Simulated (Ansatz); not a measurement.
The relaxed structure here is a generated cell of Nb: the first start was made by placing the elements on the sites of a structure type, and the end was not matched to a known phase here, so it may be hypothetical. Known forms of Nb include space group No. 229.

The end point of a relaxation of Nb. Space group Fm-3m (No. 225), fcc (Cu type). Level of theory: r2SCAN (plane waves to 500 eV, PAW, scalar-relativistic; Ansatz, an electronic-structure program).

```cif
data_Nb4
_chemical_formula_sum 'Nb4'
_space_group_name_H-M_alt 'Fm-3m'
_space_group_IT_number 225
_space_group_name_Hall '-F 4 2 3'
_cell_length_a 4.21239
_cell_length_b 4.21239
_cell_length_c 4.21239
_cell_angle_alpha 90.000
_cell_angle_beta 90.000
_cell_angle_gamma 90.000
loop_
_atom_site_label
_atom_site_type_symbol
_atom_site_symmetry_multiplicity
_atom_site_Wyckoff_symbol
_atom_site_fract_x
_atom_site_fract_y
_atom_site_fract_z
_atom_site_occupancy
Nb1 Nb 4 a 0.00000 0.00000 0.00000 1
```
(The calculation used a cell of 1 atom; values per cell refer to that cell.)

```yaml
volume_per_atom: 18.69 Å³
band_gap: zero (metallic)
shortest_distances: Nb–Nb 2.98 Å
k-mesh: 19×19×19
```

Band energies at high-symmetry points (eV from the Fermi level; labels of this space group; no spin-orbit coupling), from −5 eV up to 2.7 eV:

| point | energies |
|---|---|
| Γ | 0.13 0.13 0.13 |
| X | -4.26 -3.55 |
| U | -3.26 -2.39 0.52 |
| K | -3.26 -2.39 0.52 |
| L | -4.07 -0.01 -0.01 1.27 |
| W | -2.80 -1.24 -1.24 2.09 |

No spin polarisation in the result.

The run could not lose the symmetry of its start: the end is stationary, and may be a saddle point rather than a minimum.
